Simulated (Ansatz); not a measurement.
Task: Name crystals whose computed values (PBE in the plane-wave PAW code Ansatz) fall in these windows: HSE06 gap (eV) 2.4 to 2.8; B₀ by P(V) fit (GPa) 6.4 to 8.4; gap (eV) 1.5 to 2.0.

Result: 

| crystal | HSE06 gap (eV) | B₀ by P(V) fit (GPa) | gap (eV) |
|---|---|---|---|
| PbO, P4/nmm (Pb on 2c, O on 2a) | 2.57 | 7.3 | 1.80 |
Others may fit too.

Relaxed far from the usual cell of the phase: PbO, P4/nmm (Pb on 2c, O on 2a). Weakly bound layers, chains or molecules computed without a dispersion correction, so cells and soft constants are ill determined: PbO, P4/nmm (Pb on 2c, O on 2a). The cell was relaxed under the symmetry of its start. Scalar-relativistic: spin–orbit coupling is off unless named, which matters more the heavier the elements.

Potentials: the later of the program's two PAW sets.
